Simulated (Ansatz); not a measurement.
Input, command and steps of an Ansatz relaxation.

```yaml
crystal:
  lattice:
    - [-2.465453648, 2.465453648, 7.8328908249]
    - [2.465453648, -2.465453648, 7.8328908249]
    - [2.465453648, 2.465453648, -7.8328908249]
  atoms:
    - { symbol: Ba, position: [0.6418805358, 0.6418805358, 0.0] }
    - { symbol: Ba, position: [0.3581194642, 0.3581194642, 0.0] }
    - { symbol: Zr, position: [0.0, 0.0, 0.0] }
    - { symbol: S, position: [0.5, 0.0, 0.5] }
    - { symbol: S, position: [0.0, 0.5, 0.5] }
    - { symbol: S, position: [0.8368364185, 0.8368364185, 0.0] }
    - { symbol: S, position: [0.1631635815, 0.1631635815, 0.0] }
basis:
  ecutwfc: 500
kpoints:
  mp_grid: { grid: [8, 8, 8] }
hamiltonian:
  xc: r2scan
scf:
  occupations: { method: gaussian, width: 0.02 }
output:
  forces: true
  stress: true
  eigenvalues: true
relax:
  adjacent_minimum: "off"
  f_tol: 0.01
  max_steps: 30
  cell: { stress_tol: 0.1, fix: [volume] }
```

```bash
ansatz run input.yaml --threads 2 --pin off --max-ram 5120MiB --backend cpu --events-out ev --progress --plain --runs-dir out
```

All numbers below come from Ansatz 0.2.0, DFT r2SCAN, scalar-relativistic, plane waves, PAW.

The volume is held at 0.97 times that of the relaxed cell.

Of 4 frames 3 are shown, positions in Å and forces in eV/Å; the SCF threshold varies from step to step. Steps run on the plane waves of an earlier cell, with a Pulay correction in the pressure. The basis is chosen afresh for the last frame, the zero of the energies, and at times for earlier ones too; energy and pressure step there, also at an unchanged geometry.

```xyz
7
Lattice="-2.4655 2.4655 7.8329 2.4655 -2.4655 7.8329 2.4655 2.4655 -7.8329" Properties=species:S:1:pos:R:3:forces:R:3 pbc="T T T" step=1 free_energy_over_end_meV_per_atom=0.39 pressure_GPa=2.11
Ba    0.0000    0.0000   10.0556    0.0000    0.0000    0.0075
Ba    0.0000    0.0000    5.6102    0.0000    0.0000   -0.0075
Zr    0.0000    0.0000    0.0000    0.0000    0.0000    0.0000
S     0.0000    2.4655    0.0000    0.0000    0.0000    0.0000
S     2.4655    0.0000    0.0000    0.0000    0.0000    0.0000
S     0.0000    0.0000   13.1097    0.0000    0.0000   -0.1853
S     0.0000    0.0000    2.5561    0.0000    0.0000    0.1853
7
Lattice="-2.4675 2.4675 7.8197 2.4675 -2.4675 7.8197 2.4675 2.4675 -7.8197" Properties=species:S:1:pos:R:3:forces:R:3 pbc="T T T" step=2 free_energy_over_end_meV_per_atom=0.27 pressure_GPa=1.86
Ba    0.0000    0.0000   10.0308    0.0000    0.0000    0.0498
Ba    0.0000    0.0000    5.6087    0.0000    0.0000   -0.0498
Zr    0.0000    0.0000    0.0000    0.0000    0.0000    0.0000
S     0.0000    2.4675    0.0000    0.0000    0.0000    0.0000
S     2.4675    0.0000    0.0000    0.0000    0.0000    0.0000
S     0.0000    0.0000   13.0607    0.0000    0.0000    0.1295
S     0.0000    0.0000    2.5788    0.0000    0.0000   -0.1295
7
Lattice="-2.4664 2.4664 7.8272 2.4664 -2.4664 7.8272 2.4664 2.4664 -7.8272" Properties=species:S:1:pos:R:3:forces:R:3 pbc="T T T" step=4 free_energy_over_end_meV_per_atom=0.00 pressure_GPa=1.96
Ba    0.0000    0.0000   10.0486    0.0000    0.0000   -0.0017
Ba    0.0000    0.0000    5.6057    0.0000    0.0000    0.0017
Zr    0.0000    0.0000    0.0000    0.0000    0.0000    0.0000
S     0.0000    2.4664    0.0000    0.0000    0.0000    0.0000
S     2.4664    0.0000    0.0000    0.0000    0.0000    0.0000
S     0.0000    0.0000   13.0845    0.0000    0.0000    0.0006
S     0.0000    0.0000    2.5698    0.0000    0.0000   -0.0006
```

It took 44 s on 2 threads of Intel(R) Xeon(R) 6975P-C (Granite Rapids) (shared host), peak memory 1.1 GiB.